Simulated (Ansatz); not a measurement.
Here is the system:

NaF:
```cif
data_F2Na2
_chemical_formula_sum 'Na2 F2'
_space_group_name_H-M_alt 'P63/mmc'
_space_group_IT_number 194
_space_group_name_Hall '-P 6c 2c'
_cell_length_a 3.86838
_cell_length_b 3.86838
_cell_length_c 4.55243
_cell_angle_alpha 90.000
_cell_angle_beta 90.000
_cell_angle_gamma 120.000
loop_
_atom_site_label
_atom_site_type_symbol
_atom_site_symmetry_multiplicity
_atom_site_Wyckoff_symbol
_atom_site_fract_x
_atom_site_fract_y
_atom_site_fract_z
_atom_site_occupancy
Na1 Na 2 d 0.66667 0.33333 0.25000 1
F1 F 2 c 0.33333 0.66667 0.25000 1
```

This is the r²SCAN-relaxed structure.

Problem. All from the program Ansatz at the r²SCAN level (PAW), unless another level is named. Give the HSE06 gap on the r²SCAN cell.

Solution. 7.75 eV.

Problem. Predict the hole effective mass.

Solution. 1.3, 6.0, 6.0 mₑ (principal values).

Problem. Give the band gap.

Solution. 6.33 eV (direct).

Problem. Give the electron effective mass.

Solution. 0.61, 0.61, 0.65 mₑ (principal values).

Space group P6_3/mmc. The start of the workflow was typed in or built on a structure type; neither database checked (COD, Materials Project) lists it. It is not the phase usual at ambient conditions (space group No. 225). The cell was relaxed with r²SCAN under the symmetry of its start; its stability against distortions is not shown here.

Potentials: the later of the program's two PAW sets.
